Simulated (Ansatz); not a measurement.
Input file for Ansatz (a first-principles code):

Ansatz 0.2 input:
```yaml
crystal:
  lattice:
    - [2.7144715762, 0.0, 0.0]
    - [-1.3572357881, 2.3508013429, 0.0]
    - [0.0, 0.0, 4.8032370886]
  atoms:
    - { symbol: Mo, position: [0.6666666667, 0.3333333333, 0.75] }
    - { symbol: Mo, position: [0.3333333333, 0.6666666667, 0.25] }
kpoints:
  mp_grid: { grid: [17, 17, 9] }
hamiltonian:
  xc: lda
  pseudopotentials: { azcp: { folder: ./paw }, kind: paw }
scf:
  occupations: { method: fermi_dirac, width: 0.1 }
phonons:
  method: dfpt
  response_accuracy: low
  eigenvectors: true
  rigid_motions: translations
```

Output (shortened):

```
zone centre: on kpoints.mp_grid the ground state, and the responses unless they are solved on pairs of k-points, stand on 405 of the mesh's 2601 k-points, …
Pseudopotentials: kind: paw
Pseudopotential: Mo, paw, valence charge 14
Functional definition: SPW92
Crystal: 2 atoms, lattice volume = 30.650 Å³
Basis set: ecut = 420 eV, 599 PW (Γ), exchange–correlation on 40×40×72 points (8 copies of the dense FFT grid, shifted against one another)
Bands: 18, of which v1, the nominal top of the filled ones, is band 14 counted from 1 (13 counted from 0)
Symmetry: 24 space group operations
k-points: 405 of 2601 (irreducible under 4 space group operations, time reversal used)
PAW frozen core: Mo, regenerated for the run's functional, and the local potential with it
Initial density: superposition of atomic densities (chi_scale 0.1, normalization cell)
Initial wavefunctions: pseudopotential atomic-orbital guess
Eigensolver: davidson
Functional: x = slater, c = lda
SCF iter   1: F=—  HF=-9686.163605 eV  |F-HF|=—  |Δ(HF+E_count)|=         —  Δρ=1.02e-1  dr2=3.13e0  ethr=3.10e-3  ⟨swp⟩=5.0  Hψ=29845  notcnv=0
all-band conjugate gradients solve this SCF's bands
preconditioner: auto → Kerker (q_TF=auto, 2.687 Å⁻¹)
SCF iter   2: F=—  HF=-9685.254174 eV  |F-HF|=—  |Δ(HF+E_count)|=   9.09e-1  Δρ=5.62e-2  dr2=8.88e-1  ethr=3.10e-3  ⟨swp⟩=2.5  Hψ=15511  notcnv=0
SCF iter   3: F=—  HF=-9684.920587 eV  |F-HF|=—  |Δ(HF+E_count)|=   3.34e-1  Δρ=6.18e-3  dr2=4.96e-3  ethr=3.10e-3  ⟨swp⟩=5.1  Hψ=51676  notcnv=0  defer=146
automatic band count: the SCF goes on with 22 bands, as 18 were too few: they end inside the smearing window of the response
SCF iter   4: F=—  HF=-9684.921018 eV  |F-HF|=—  |Δ(HF+E_count)|=   4.30e-4  Δρ=8.60e-4  dr2=1.26e-4  ethr=1.77e-5  ⟨swp⟩=1.9  Hψ=14042  notcnv=0  defer=199
SCF iter   5: F=—  HF=-9684.921004 eV  |F-HF|=—  |Δ(HF+E_count)|=   1.39e-5  Δρ=1.77e-4  dr2=3.98e-6  ethr=4.48e-7  ⟨swp⟩=2.6  Hψ=13017  notcnv=0  defer=199
SCF iter   6: F=—  HF=-9684.921003 eV  |F-HF|=—  |Δ(HF+E_count)|=   1.02e-6  Δρ=3.35e-5  dr2=2.26e-7  ethr=1.42e-8  ⟨swp⟩=2.2  Hψ=13450  notcnv=0  defer=199
SCF iter   7: F=—  HF=-9684.921002 eV  |F-HF|=—  |Δ(HF+E_count)|=   6.22e-7  Δρ=6.24e-6  dr2=9.04e-9  ethr=8.07e-10  ⟨swp⟩=1.0  Hψ=8453  notcnv=0  defer=199
SCF iter   8: F=—  HF=-9684.921002 eV  |F-HF|=—  |Δ(HF+E_count)|=   2.00e-9  Δρ=1.16e-6  dr2=3.04e-10  ethr=3.23e-11  ⟨swp⟩=2.1  Hψ=12121  notcnv=0  defer=199
SCF iter   9: F=-9684.921002 eV  HF=-9684.921002 eV  |F-HF|=0.00e0  |Δ(HF+E_count)|=  7.82e-11  Δρ=1.66e-7  dr2=5.20e-12  ethr=1.00e-12  ⟨swp⟩=6.3  Hψ=41591  notcnv=0
SCF 1 converged in 9 iterations: F = -9684.921002 eV  dr2 = 5.20e-12
DFPT response loops at Γ: preconditioner auto → Kerker (q_TF=auto, 2.687 Å⁻¹) (partly filled bands, converged f_vac=0.000) …
SCF converged after 9 iterations
Free energy (F): -9684.921002 eV
Harris-Foulkes:  -9684.921002 eV  (|F-HF|=0.00e0)
Internal energy: -9684.838018 eV  (E = F + TS)
E sigma→0 (E₀):  -9684.879510 eV
Entropy (-TS):   -0.082984 eV (-41.492 meV/atom)
Fermi energy:    20.963403 eV
--- Per-component energies (eV) ---
  E_band       = -100.586530
  E_kinetic    = 849.137540
  E_local      = -1534.833509  (includes V_loc(G=0)·N_el)
  E_nonlocal   = 307.952831
  E_hartree    = 522.313459
  E_xc         = -351.421761
  E_vxc        = -440.012929  (∫ρ·V_xc dr)
  E_paw        = -6200.395950  (= ΣΔE_a)
  E_vpaw       = -327.457500  (= ΣTr[D̂ρ^β])
  E_aug_tail   = 0.000088  (compensation charges beyond the density's cutoff)
  E_ewald      = -3278.536347
  E_core_change = 0.945631  (= ΣΔE_core)
  E_smearing   = -0.082984  (= −TS)
  E_closure    = 0.000000  (closes the sum)
  Σ components = -9684.921002   (vs F -9684.921002, Δ=0.00e0)
  [band-id]    e_kinetic+e_local+e_nonlocal+2·e_hartree+e_vxc+e_vpaw+e_augmentation_tail = -100.586561   (vs E_band -100.586530, Δ=-3.09e-5)
--- Band table (eV; the first three rows and the last of 405) ---
  k-point 0: bands = ["-39.7339", "-39.5375", "-14.4346", "-13.1798", "-13.0283", "-13.0283", "-12.9031", "-12.9031", "13.9855", "16.0380", "19.1629", "20.2387", "20.2387", "20.7822", "20.7822", "21.7815", "22.4451", "22.4451", "24.5396", "24.5396", "31.2368", "34.5271"]
  k-point 1: bands = ["-39.7281", "-39.5436", "-14.3990", "-13.2202", "-13.0245", "-13.0245", "-12.9069", "-12.9069", "14.1051", "16.0556", "19.1181", "20.2201", "20.2201", "20.7373", "20.7373", "21.4792", "22.5511", "22.5511", "24.5233", "24.5233", "31.6428", "34.1122"]
  k-point 2: bands = ["-39.7113", "-39.5609", "-14.2957", "-13.3353", "-13.0137", "-13.0137", "-12.9179", "-12.9179", "14.4463", "16.0898", "19.0057", "20.1871", "20.1871", "20.6198", "20.6198", "20.7398", "22.8356", "22.8356", "24.4541", "24.4541", "32.6826", "33.7820"]
  k-point 404: bands = ["-39.4115", "-39.3979", "-14.2423", "-14.2352", "-13.6348", "-13.6320", "-13.3999", "-13.3547", "16.9770", "17.0559", "18.5422", "18.8847", "19.6101", "19.9157", "21.1307", "21.6448", "24.4578", "25.2985", "27.3469", "27.5461", "34.5654", "34.9860"]
  band table: 22 of 22 bands, residual norms ≤ 1.0e-3 eV
--- Phonons (Γ-DFPT): 2 representative perturbations + reference, on 405 of 2601 k-points (Σ response iterations 4) ---
  k mesh reduced under 4 symmetry operations, with k and −k counted as one. Each operation leaves every solved displacement unchanged or reverses it
  ASR residual: 1.297e-3 → 0.000e0 eV/Å²; symmetrization residual: 3.979e-13 eV/Å²
  ASR residual per site (eV/Å²): 1.30e-3 1.30e-3
  Γ frequencies (cm⁻¹): -25.63 -25.63 0.00 0.00 0.00 265.90
  non-analytic LO–TO correction: not included (Born effective charges unavailable; polar crystals: no LO–TO splitting at Γ)
```

Cost: roughly 70 core-seconds on shared cores.

Space group P6_3/mmc (hcp (Mg type)). The first step of the workflow began from a Materials Project structure, measured or hypothetical; the Crystallography Open Database copy checked does not list it. It is not the phase usual at ambient conditions (space group No. 229). Symmetry was held in the LDA relaxation; of distortions, only those at the zone centre were tested, and some modes there are weakly imaginary. No spin polarisation was allowed. As this level gives no gap, phonon frequencies hold no LO–TO term and depend on the k-mesh and smearing (Fermi–Dirac, 0.1 eV here). Axis ratios of metals converge slowly with the k-mesh, so a and c are less sure than the volume. Scalar-relativistic: spin–orbit coupling is off unless named, which matters more the heavier the elements.

Potentials: the earlier of the program's two PAW sets.

Ansatz is a plane-wave DFT program.
